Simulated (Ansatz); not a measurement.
GaAs:
```
CELL_PARAMETERS angstrom
      6.91613     0.00000     0.00000
      0.00000     6.91613     0.00000
      0.00000     0.00000     4.00384
ATOMIC_POSITIONS crystal
  Ga 0.32403 0.67597 0.00000
  Ga 0.67597 0.32403 0.00000
  Ga 0.82403 0.82403 0.50000
  Ga 0.17597 0.17597 0.50000
  As 0.31783 0.31783 0.00000
  As 0.68217 0.68217 0.00000
  As 0.18217 0.81783 0.50000
  As 0.81783 0.18217 0.50000
```

Relaxed with PBEsol. Independent-particle spectrum: no excitons, no local fields, no scissors shift; 0.1 eV broadening; ε₁ of the summed bands alone.

### Question
Tabulate the dielectric function from DFT-PBEsol in the program Ansatz with PAW potentials.

### Answer


```
E (eV)  ε₁ xx  ε₂ xx  ε₁ zz  ε₂ zz
------  -----  -----  -----  -----
0.0     13.82   0.00  12.83   0.00
0.4     14.48   0.08  13.21   0.01
0.8     14.80   1.59  13.94   1.24
1.2     14.97   2.47  13.90   1.94
1.6     15.69   2.62  14.62   1.97
2.0     18.21   4.08  16.62   2.71
2.4     21.71   8.91  19.66   7.41
2.8     22.13  21.86  16.82  12.59
3.2      3.12  19.81  16.51  15.25
3.6      3.00  16.45  12.65  26.75
4.0      2.21  13.40   2.23  17.52
4.4      1.58  16.17  -2.15  15.18
4.8     -1.96  12.43  -1.87  13.07
5.2     -2.87  11.45  -1.80  12.60
5.6     -5.11  10.90  -5.95  12.45
6.0     -5.75   7.44  -7.68   8.18
6.4     -5.23   5.74  -6.25   5.45
6.8     -4.98   4.55  -5.01   4.15
7.2     -4.20   3.21  -4.18   3.38
7.6     -3.55   2.63  -3.78   3.08
8.0     -2.99   2.09  -3.45   2.50
8.4     -2.38   1.96  -3.23   1.90
8.8     -2.19   1.88  -2.64   1.62
9.2     -2.09   1.64  -2.51   1.45
9.6     -1.88   1.44  -2.10   1.08
10.0    -1.73   1.22  -1.82   0.94
10.4    -1.57   0.98  -1.65   0.79
10.8    -1.31   0.83  -1.35   0.58
11.2    -1.14   0.72  -1.09   0.55
11.6    -0.98   0.66  -0.97   0.50
12.0    -0.84   0.57  -0.79   0.43
```

### Question
From ε at 1.4 eV (xx: 14.99 + 2.61i), find n, k, the normal reflectivity and the absorption coefficient.

### Answer
n = 3.89, k = 0.336, R = 35 %, α = 2kE/ħc = 48000 cm⁻¹.

With all bands, ε∞ without local fields is 13.9 (xx = yy), 12.9 (zz).

Space group P4_2/mnm. The start of the workflow was typed in or built on a structure type; neither database checked (COD, Materials Project) lists it. It is not the phase usual at ambient conditions (space group No. 216). Symmetry was held in the PBEsol relaxation; whether a distortion lowers the energy is not shown. The volume moved by 16 % from the start of the relaxation. Spin–orbit coupling is left out wherever it is not named.

Potentials: the earlier of the program's two PAW sets. The files were generated under PBE; for other functionals the program regenerates the frozen cores, and for LDA and PBEsol the local potential too.
